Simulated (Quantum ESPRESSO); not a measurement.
Al2ZnS3Se, convergence and cost over cutoff and k mesh

Simulated, not a measurement. The program is pw.x of Quantum ESPRESSO 7.5 (plane-wave density functional theory). The cell is made up: 7 atoms on a zincblende/diamond lattice with one site empty, with randomly drawn elements, strain and displacements, not relaxed. PseudoDojo standard norm-conserving files (v0.5 for PBE, v0.4.1 for LDA and PBEsol) set the functional; there is no spin polarisation, spin-orbit coupling or dispersion term, and the masses in the input are unused placeholders.

Input of the run in row 4:

```
&control calculation='scf', pseudo_dir='./dojo.nc.sr.pbe.v0_5.standard.upf', outdir='./o', disk_io='low', tprnfor=.true., tstress=.true. /
&system ibrav=0, nat=7, ntyp=4, nbnd=36, ecutwfc=85.99341389, nosym=.true., tot_charge=0,
 occupations='smearing', smearing='fd', degauss=0.0018374661
/
&electrons conv_thr=7.350e-09, electron_maxstep=60, /
ATOMIC_SPECIES
Al 1.0 Al.upf
S 1.0 S.upf
Se 1.0 Se.upf
Zn 1.0 Zn.upf
CELL_PARAMETERS angstrom
5.6547 0.0 0.0
0.0 5.6547 0.0
0.0 0.0 5.6547
ATOMIC_POSITIONS angstrom
Al -0.0206 0.0412 -0.0138
Zn 2.8879 0.011 2.8491
Al 2.7263 2.8277 0.0392
S 1.4548 1.3952 1.3555
S 1.4442 4.2674 4.1762
S 4.2231 1.4566 4.2311
Se 4.2661 4.2369 1.4461
K_POINTS automatic
4 4 4 1 1 1
```

The same cell was run at these settings. Meshes are shifted by half a step, and differences are from the last row, which is itself not exact.

| cutoff (eV) | k mesh | k points solved | threshold (eV) | free energy less the last row's (eV) | pressure (GPa) | largest stress difference (GPa) | largest force difference (eV/Å) | iterations | wall time (s) | k-point pools | processor |
| --- | --- | --- | --- | --- | --- | --- | --- | --- | --- | --- | --- |
| 819 | 2 x 2 x 2 | 4 | 1e-04 | 2.314 | -25.93 | 19.15 | 0.175 | 6 | 20 | 4 | AMD EPYC, older |
| 1170 | 2 x 2 x 2 | 4 | 1e-07 | 0.113 | -6.60 | 0.19 | 0.043 | 10 | 34 | 4 | AMD EPYC, older |
| 681 | 4 x 4 x 4 | 32 | 1e-07 | 19.964 | -117.31 | 110.65 | 0.082 | 10 | 54 | 4 | AMD EPYC, older |
| 1170 | 4 x 4 x 4 | 32 | 1e-07 | 0.001 | -6.79 | 0.00 | 0.000 | 10 | 135 | 4 | AMD EPYC, older |
| 1467 | 6 x 6 x 6 | 108 | 1e-07 | 0.000 | -6.79 | 0.00 | 0.000 | 10 | 473 | 4 | AMD EPYC, older |

Each pool is one process. Wall times include start-up and a band step at six k points, which weighs most on the coarsest meshes. The runs were on shared virtual cores whose load varied, so times are rough.